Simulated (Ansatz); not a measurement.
MgAl3N3O:
```
CELL_PARAMETERS angstrom
      5.04020     0.00000     0.00000
      0.00000     3.14731     0.00000
     -0.01058     0.00000     5.48235
ATOMIC_POSITIONS crystal
  Mg 0.48974 0.00000 0.33403
  Al 0.01513 0.50000 0.15426
  O  0.90552 0.00000 0.33403
  N  0.37015 0.50000 0.15098
  Al 0.48683 0.50000 0.83586
  Al 0.00751 0.00000 0.67784
  N  0.87262 0.50000 0.83108
  N  0.37249 0.00000 0.68193
```

Relaxed with r²SCAN. Special points in fractions of this cell's reciprocal vectors: Γ (0.000, 0.000, 0.000); Z (0.000, 0.500, 0.000); D (0.000, 0.500, 0.500); B (0.000, 0.000, 0.500); A (-0.500, 0.000, 0.500); E (-0.500, 0.500, 0.500); C2 (-0.500, 0.500, 0.000); Y2 (-0.500, 0.000, 0.000).

**Question.** List the band energies nearest the valence-band maximum at these points for r²SCAN (plane waves, PAW; program Ansatz).

**Answer.** In eV from the valence-band maximum; about four levels below and three above (degenerate sets whole), none deeper than 8.9 eV; points with the same levels are listed once.

| k | below | above |
|---|---|---|
| Γ | -1.23 -1.12 -0.37 0.00 | 2.48 5.17 6.00 |
| Z | -2.59 -2.15 -1.73 -1.69 | 5.61 5.85 6.54 |
| D | -2.87 -2.10 -1.14 -0.68 | 4.76 5.27 6.11 |
| B | -2.13 -1.19 -1.08 -0.07 | 4.59 5.14 6.95 |
| A | -1.98 -1.79 -1.54 -0.13 | 4.80 5.80 6.20 |
| E | -1.99 -1.99 -1.32 -0.78 | 4.08 4.94 5.50 |
| C2 | -1.88 -1.83 -1.62 -1.32 | 5.53 5.99 6.74 |
| Y2 | -1.88 -1.61 -0.37 -0.03 | 3.66 5.18 5.69 |

Space group Pm. The start of the workflow was typed in or built on a structure type; neither database checked (COD, Materials Project) lists it. Its standing as an ambient phase is unchecked. Symmetry was held in the r²SCAN relaxation; whether a distortion lowers the energy is not shown.

Potentials: the earlier of the program's two PAW sets.
